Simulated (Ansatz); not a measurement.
Cu (fcc, Cu type)

```xyz
1
Lattice="0.0000 1.8148 1.8148 1.8148 0.0000 1.8148 1.8148 1.8148 0.0000" Properties=species:S:1:pos:R:3 pbc="T T T"
Cu     0.0000     0.0000     0.0000
```

The slice is a {100} plane (indices of the conventional cell) through the point (0.000, 0.000, 0.000) (fractional), spanned by u = [100] and v = [0 1 -1] in vectors of this cell: u (2.57 Å) and v (2.57 Å, at 90° to u). It covers one period; positions are fractions (u, v).

These are PBE (plane waves to 420 eV, PAW, scalar-relativistic; Ansatz, a first-principles code) values and carry that method's errors. k mesh 22×22×22. These are valence fields of a PAW run, semicore shells included where kept as valence: close to a nucleus they are smooth pseudo fields. Cu is run without spin polarisation. Cu was relaxed with its symmetry unable to fall.

Q: What is the valence density on the shortest Cu–Cu line in this plane (2.57 Å), at its midpoint?

A: 0.26 e/Å³.

Q: What is the ELF at the midpoint of the shortest Cu–Cu line in this plane (2.57 Å)?

A: 0.22.

Q: Sketch the electrostatic potential energy of an electron, from the cell's mean on this plane as a map.

A: 
```
|xxxxxxxx -=- xxxxxxx|
|xxxxxxxx:=+=:xxxxxxx|
|xxxxxxxx-+*+-xxxxxxx|
|xxxxxxx.=***=.xxxxxx|
|xxxxxx -*###*- xxxxx|
|xxxxx -+#%%%#+- xxxx|
|xxxx.-+#%%@%%#+-.xxx|
|  .-=*#%@@@@@%#*=-. |
|--=+*#%%@@@@@%%#*+=-|
|==++*#%@@@@@@@%#*++=|
|--=+*#%%@@@@@%%#*+=-|
|  .-=*#%@@@@@%#*=-. |
|xxxx.-+#%%@%%#+-.xxx|
|xxxxx -+#%%%#+- xxxx|
|xxxxxx -*###*- xxxxx|
|xxxxxxx.=***=.xxxxxx|
|xxxxxxxx-+*+-xxxxxxx|
|xxxxxxxx:=+=:xxxxxxx|
|xxxxxxxx -=- xxxxxxx|
|xxxxxxxx -=- xxxxxxx|
```
Scale: ten equal steps from 4.65 (start of ' ') to 11.76 (end of '@'), in the order ' .:-=+*#%@'. Values: electrostatic potential energy of an electron, from the cell's mean, in eV. The map has 20 points along u (one character each, u = 0 at the left) and 20 along v (v = 0 in the bottom row). Points within 1 Å of a nucleus are blanked (x), as the pseudised field means little there. The zero, the cell's mean, hangs on the PAW cores.
